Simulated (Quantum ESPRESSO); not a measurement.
Ge2Si14, input and log of a self-consistent run

A calculation, not a measurement. The program is pw.x of Quantum ESPRESSO 7.5 (plane-wave density functional theory). The cell is made up: 16 atoms on a doubled zincblende/diamond lattice, with randomly drawn elements, strain and displacements, not relaxed. PseudoDojo standard norm-conserving files (v0.5 for PBE, v0.4.1 for LDA and PBEsol) set the functional; there is no spin polarisation, spin-orbit coupling or dispersion term, and the masses in the input are unused placeholders.

Input:

```
&control calculation='scf', pseudo_dir='./dojo.nc.sr.pbe.v0_5.standard.upf', outdir='./o', disk_io='medium', tprnfor=.true., tstress=.true. /
&system ibrav=0, nat=16, ntyp=2, nbnd=52, ecutwfc=77.98206166, nosym=.true., tot_charge=0,
 occupations='smearing', smearing='fd', degauss=0.0073498644
/
&electrons conv_thr=7.350e-09, electron_maxstep=60, /
ATOMIC_SPECIES
Ge 1.0 Ge.upf
Si 1.0 Si.upf
CELL_PARAMETERS angstrom
5.5088 0.0222 0.0467
0.0222 5.5064 -0.0586
0.0935 -0.1173 10.7868
ATOMIC_POSITIONS angstrom
Ge 0.0006 -0.0253 -0.0146
Ge 0.0009 2.6982 2.6699
Si 2.7896 -0.0133 2.7387
Si 2.7898 2.7788 0.0519
Si 0.0277 -0.0553 5.3938
Si 0.0707 2.6491 8.065
Si 2.8547 -0.0844 8.1174
Si 2.8498 2.6689 5.3859
Si 1.4025 1.3887 1.3906
Si 1.417 4.0652 3.9978
Si 4.1718 1.3417 4.0544
Si 4.1333 4.1199 1.3328
Si 1.442 1.277 6.7263
Si 1.4484 4.0747 9.4005
Si 4.2112 1.2551 9.4364
Si 4.1931 4.048 6.7259
K_POINTS automatic
6 6 4 1 1 1
```

The log is shortened where brackets say so; the opening notice, blank lines, dates and the lines on written files are dropped, and the path of the files is cut. It prints rydbergs, bohrs and kilobars, and counts compression as positive stress.

```
     Program PWSCF v.7.5
     Parallel version (MPI & OpenMP), running on       1 processor cores
     Number of MPI processes:                 1
     Threads/MPI process:                     1
     [start-up lines left out]
     bravais-lattice index     =            0
     lattice parameter (alat)  =      10.4106  a.u.
     unit-cell volume          =    2207.6206 (a.u.)^3
     number of atoms/cell      =           16
     number of atomic types    =            2
     number of electrons       =        84.00
     number of Kohn-Sham states=           52
     kinetic-energy cutoff     =      77.9821  Ry
     charge density cutoff     =     311.9282  Ry
     scf convergence threshold =      7.3E-09
     mixing beta               =       0.7000
     number of iterations used =            8  plain     mixing
     Exchange-correlation= PBE
                           (   1   4   3   4   0   0   0)
     [axes and pseudopotential details left out]
   Cartesian axes
     site n.     atom                  positions (alat units)
         1        Ge     tau(   1) = (   0.0001089  -0.0045924  -0.0026502  )
         2        Ge     tau(   2) = (   0.0001634   0.4897766   0.4846396  )
         3        Si     tau(   3) = (   0.5063675  -0.0024142   0.4971281  )
         4        Si     tau(   4) = (   0.5064038   0.5044071   0.0094209  )
         5        Si     tau(   5) = (   0.0050281  -0.0100380   0.9790812  )
         6        Si     tau(   6) = (   0.0128334   0.4808639   1.4639567  )
         7        Si     tau(   7) = (   0.5181844  -0.0153203   1.4734683  )
         8        Si     tau(   8) = (   0.5172950   0.4844580   0.9776472  )
         9        Si     tau(   9) = (   0.2545814   0.2520765   0.2524214  )
        10        Si     tau(  10) = (   0.2572135   0.7379141   0.7256796  )
        11        Si     tau(  11) = (   0.7572641   0.2435450   0.7359536  )
        12        Si     tau(  12) = (   0.7502755   0.7478432   0.2419295  )
        13        Si     tau(  13) = (   0.2617515   0.2318007   1.2209562  )
        14        Si     tau(  14) = (   0.2629132   0.7396385   1.7063763  )
        15        Si     tau(  15) = (   0.7644159   0.2278254   1.7128929  )
        16        Si     tau(  16) = (   0.7611304   0.7347919   1.2208836  )
     number of k points=    72  Fermi-Dirac smearing, width (Ry)=  0.0073
                       cart. coord. in units 2pi/alat
        k(    1) = (   0.0824568   0.0837224   0.0640358), wk =   0.0277778
        k(    2) = (   0.0813687   0.0850858   0.1917402), wk =   0.0277778
     [further k points left out]
     Dense  grid:   205441 G-vectors     FFT dimensions: (  60,  60, 120)
     Estimated max dynamical RAM per process >     339.58 MB
     Initial potential from superposition of free atoms
     starting charge      83.9898, renormalised to      84.0000
     Starting wfcs are   74 randomized atomic wfcs
     total cpu time spent up to now is      153.4 secs
     per-process dynamical memory:   227.6 Mb
     Self-consistent Calculation
     iteration #  1     ecut=    77.98 Ry     beta= 0.70
     Davidson diagonalization with overlap
     ethr =  1.00E-02,  avg # of iterations =  3.5
     Threshold (ethr) on eigenvalues was too large:
     Diagonalizing with lowered threshold
     Davidson diagonalization with overlap
     ethr =  4.37E-04,  avg # of iterations =  5.7
     total cpu time spent up to now is      929.0 secs
     total energy              =    -475.70384748 Ry
     estimated scf accuracy    <       0.41445479 Ry
     iteration #  2     ecut=    77.98 Ry     beta= 0.70
     Davidson diagonalization with overlap
     ethr =  4.93E-04,  avg # of iterations =  1.4
     total cpu time spent up to now is     1158.1 secs
     total energy              =    -475.71711786 Ry
     estimated scf accuracy    <       0.02443321 Ry
     iteration #  3     ecut=    77.98 Ry     beta= 0.70
     Davidson diagonalization with overlap
     c_bands:  1 eigenvalues not converged
     c_bands:  1 eigenvalues not converged
     c_bands:  1 eigenvalues not converged
     c_bands:  1 eigenvalues not converged
     c_bands:  1 eigenvalues not converged
     c_bands:  1 eigenvalues not converged
     c_bands:  1 eigenvalues not converged
     ethr =  2.91E-05,  avg # of iterations = 14.2
     total cpu time spent up to now is     1703.1 secs
     total energy              =    -475.71134123 Ry
     estimated scf accuracy    <       0.05605278 Ry
     iteration #  4     ecut=    77.98 Ry     beta= 0.70
     Davidson diagonalization with overlap
     ethr =  2.91E-05,  avg # of iterations =  8.0
     total cpu time spent up to now is     2197.5 secs
     total energy              =    -475.72218331 Ry
     estimated scf accuracy    <       0.00603231 Ry
     iteration #  5     ecut=    77.98 Ry     beta= 0.70
     Davidson diagonalization with overlap
     ethr =  7.18E-06,  avg # of iterations =  6.2
     total cpu time spent up to now is     2581.2 secs
     total energy              =    -475.72288956 Ry
     estimated scf accuracy    <       0.00043168 Ry
     iteration #  6     ecut=    77.98 Ry     beta= 0.70
     Davidson diagonalization with overlap
     ethr =  5.14E-07,  avg # of iterations =  7.2
     total cpu time spent up to now is     3042.9 secs
     total energy              =    -475.72300011 Ry
     estimated scf accuracy    <       0.00005079 Ry
     iteration #  7     ecut=    77.98 Ry     beta= 0.70
     Davidson diagonalization with overlap
     ethr =  6.05E-08,  avg # of iterations =  3.2
     total cpu time spent up to now is     3336.2 secs
     total energy              =    -475.72300689 Ry
     estimated scf accuracy    <       0.00003717 Ry
     iteration #  8     ecut=    77.98 Ry     beta= 0.70
     Davidson diagonalization with overlap
     ethr =  4.42E-08,  avg # of iterations =  2.1
     total cpu time spent up to now is     3622.0 secs
     total energy              =    -475.72301056 Ry
     estimated scf accuracy    <       0.00000235 Ry
     iteration #  9     ecut=    77.98 Ry     beta= 0.70
     Davidson diagonalization with overlap
     ethr =  2.80E-09,  avg # of iterations =  4.6
     total cpu time spent up to now is     3974.3 secs
     total energy              =    -475.72301134 Ry
     estimated scf accuracy    <       0.00000046 Ry
     iteration # 10     ecut=    77.98 Ry     beta= 0.70
     Davidson diagonalization with overlap
     ethr =  5.47E-10,  avg # of iterations =  2.0
     total cpu time spent up to now is     4290.3 secs
     total energy              =    -475.72301134 Ry
     estimated scf accuracy    <       0.00000012 Ry
     iteration # 11     ecut=    77.98 Ry     beta= 0.70
     Davidson diagonalization with overlap
     ethr =  1.47E-10,  avg # of iterations =  3.7
     total cpu time spent up to now is     4623.3 secs
     End of self-consistent calculation
     [lines on levels left out]
!    total energy              =    -475.72301136 Ry
     estimated scf accuracy    <          3.8E-09 Ry
     smearing contrib. (-TS)   =      -0.00053040 Ry
     internal energy E=F+TS    =    -475.72248096 Ry
     The total energy is F=E-TS. E is the sum of the following terms:
     one-electron contribution =    -259.66735095 Ry
     hartree contribution      =     172.16741543 Ry
     xc contribution           =    -130.54766232 Ry
     ewald contribution        =    -257.67488312 Ry
     convergence has been achieved in  11 iterations
     Forces acting on atoms (cartesian axes, Ry/au):
     atom    1 type  1   force =    -0.01505653    0.03193879    0.02875733
     atom    2 type  1   force =    -0.00567514    0.02441448    0.00164856
     atom    3 type  2   force =    -0.01956759   -0.00349661   -0.00160735
     atom    4 type  2   force =    -0.03083666   -0.00950914   -0.03680285
     atom    5 type  2   force =    -0.00001898   -0.00817900   -0.00170865
     atom    6 type  2   force =     0.00246962    0.00739419   -0.00158962
     atom    7 type  2   force =    -0.02981803   -0.00080506   -0.00717303
     atom    8 type  2   force =    -0.03482842    0.01524243    0.00128470
     atom    9 type  2   force =     0.02547265   -0.02499125   -0.02496058
     atom   10 type  2   force =     0.02158980    0.00803166    0.01919894
     atom   11 type  2   force =     0.00184640   -0.02473331    0.01465614
     atom   12 type  2   force =     0.00941323    0.00908244    0.01038147
     atom   13 type  2   force =     0.01155529    0.00371363    0.00471755
     atom   14 type  2   force =     0.04513691   -0.05102004   -0.01804765
     atom   15 type  2   force =     0.00040027    0.02566884    0.01174571
     atom   16 type  2   force =     0.01791718   -0.00275204   -0.00050067
     Total force =     0.134854     Total SCF correction =     0.000222
     Computing stress (Cartesian axis) and pressure
          total   stress  (Ry/bohr**3)                   (kbar)     P=       17.98
   0.00008032  -0.00003472  -0.00012655           11.82       -5.11      -18.62
  -0.00003472   0.00007978   0.00018923           -5.11       11.74       27.84
  -0.00012655   0.00018923   0.00020660          -18.62       27.84       30.39
     init_run     :    144.04s CPU    153.29s WALL (       1 calls)
     electrons    :   4364.61s CPU   4470.14s WALL (       1 calls)
     forces       :     67.91s CPU     68.65s WALL (       1 calls)
     stress       :    266.58s CPU    276.09s WALL (       1 calls)
     [timing details left out]
     PWSCF        :      1h20m CPU      1h22m WALL
     JOB DONE.
```

In other units: free energy -6472.541 eV for the cell, pressure 1.80 GPa, largest force component 1.312 eV/Å. A rerun of this cell at a cutoff of 1347 eV and k mesh 8 x 8 x 6 moved values by no more than 0.002 eV in energy, 0.02 GPa in stress and 0.002 eV/Å in force.